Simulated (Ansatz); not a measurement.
GaSb:
```
CELL_PARAMETERS angstrom
      0.00000     3.06572     3.06572
      3.06572     0.00000     3.06572
      3.06572     3.06572     0.00000
ATOMIC_POSITIONS crystal
  Sb 0.75000 0.75000 0.75000
  Ga 0.00000 0.00000 0.00000
```

Relaxed with r²SCAN.

Question: Give the Bader charges and basin volumes of the independent atoms, r²SCAN (plane waves, PAW; program Ansatz).

Answer: 

```csv
atom,Bader charge (e),Bader volume (Å³)
Sb1,-0.38,36.8
Ga2,+0.38,20.9
```

Space group F-43m (zinc blende). The r²SCAN relaxation kept the symmetry of its start. Scalar-relativistic: spin–orbit coupling is off unless named, which matters more the heavier the elements.

Potentials: the later of the program's two PAW sets.
